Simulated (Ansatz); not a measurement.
**Si: computed property card**

Si:
```xyz
4
Lattice="3.8023 0.0000 0.0000 -1.9011 3.2929 0.0000 0.0000 0.0000 6.2887" Properties=species:S:1:pos:R:3 pbc="T T T"
Si     0.0000     2.1952     0.3964
Si     1.9011     1.0976     5.8923
Si     1.9011     1.0976     3.5407
Si     0.0000     2.1952     2.7480
```

Space group P6_3/mmc (No. 194); conventional cell a = b = 3.8023 Å, c = 6.2887 Å, α = β = 90.00°, γ = 120.00°.

Method: DFT-LDA in the program Ansatz with PAW potentials. Geometry: relaxed at this level of theory. Other levels are named where they apply.

### Cell and energy

- Volume per atom = 19.68 Å³
- Density = 2.37 g/cm³

### Electronic structure

- Band gap = 0.27 eV (indirect)
- Valence-band maximum = at Γ
- Conduction-band minimum = at M (3 equivalent valleys)
- Smallest direct gap on the standard path = 0.99 eV
- Electron effective mass = 0.11, 1.1, 1.1 mₑ (principal values)
- Hole effective mass, band 1 of 2 at the edge = 0.57 along x, 0.56 along z (mₑ)
- Hole effective mass, band 2 of 2 at the edge = 0.13 along x, 0.56 along z (mₑ)

### Mechanics

* **Bulk modulus (Birch–Murnaghan fit)**: 96.5 GPa
* **Pressure derivative B′**: 4.2
* **Elastic constants (relaxed ions, GPa)**: C11 = 191, C12 = 56.0, C13 = 40.0, C33 = 217, C44 = 48.2
* **Mechanical stability**: stable (all eigenvalues of C positive)
* **Hill bulk and shear moduli**: 96.8 and 62.1 GPa
* **Young's modulus**: 153 GPa
* **Poisson's ratio**: 0.24
* **Debye temperature from the elastic constants**: 626 K

### Dielectric response

* **Electronic dielectric constant ε∞ (DFPT)**: 13.0 (xx = yy), 14.1 (zz)

### Phonons

- Highest zone-centre frequency: 508 cm⁻¹
- Zone-centre stability: no imaginary mode at Γ
- Dynamical stability on the path: stable (no imaginary branch)
- Zero-point energy: 61.0 meV/atom
- Vibrational entropy at 300 K: 19.8 J/(K·mol of atoms)

The workflow started from a Materials Project entry (that database holds measured and hypothetical structures alike); the Crystallography Open Database copy checked does not list it. It is not the phase usual at ambient conditions (space group No. 227). Symmetry was held in the LDA relaxation.

Potentials: the earlier of the program's two PAW sets. The files were generated under PBE; for other functionals the program regenerates the frozen cores, and for LDA and PBEsol the local potential too.
